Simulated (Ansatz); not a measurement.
Sc2Al:
```
Sc2Al
1.0
    4.85013     0.00000     0.00000
   -2.42507     4.20034     0.00000
    0.00000     0.00000     6.08775
Sc Al
4 2
Direct
  0.00000   0.00000   0.00000
  0.00000   0.00000   0.50000
  0.33333   0.66667   0.75000
  0.66667   0.33333   0.25000
  0.33333   0.66667   0.25000
  0.66667   0.33333   0.75000
```

Relaxed with PBEsol. Special points in fractions of this cell's reciprocal vectors: Γ (0.000, 0.000, 0.000); M (0.500, 0.000, 0.000); K (0.333, 0.333, 0.000); A (0.000, 0.000, 0.500); L (0.500, 0.000, 0.500); H (0.333, 0.333, 0.500).

Q: List the band energies nearest the Fermi level at these points for the program Ansatz at the PBEsol level (PAW).

A: In eV from the Fermi level; about four levels below and three above (degenerate sets whole), none deeper than 8.9 eV; points with the same levels are listed once.

| k | below | above |
|---|---|---|
| Γ | -0.40 -0.40 -0.06 -0.06 | 1.90 2.05 2.05 |
| M | -1.15 -1.02 -0.84 -0.68 | 0.22 0.37 0.83 |
| K | -1.10 -1.10 -0.93 -0.08 | 0.17 0.61 0.61 |
| A | -1.51 -1.51 -1.51 -1.51 -1.07 -1.07 | 0.09 0.09 0.09 0.09 |
| L | -1.13 -1.13 -0.88 -0.88 | 0.19 0.19 0.51 0.51 |
| H | -2.42 -2.42 -0.60 -0.60 | 0.35 0.35 0.63 0.63 |

Space group P6_3/mmc. The workflow started from a Materials Project entry (that database holds measured and hypothetical structures alike); the Crystallography Open Database copy checked does not list it. Its standing as an ambient phase is unchecked. Symmetry was held in the PBEsol relaxation; its stability against distortions is not shown here. No spin polarisation was allowed.

Potentials: the later of the program's two PAW sets.
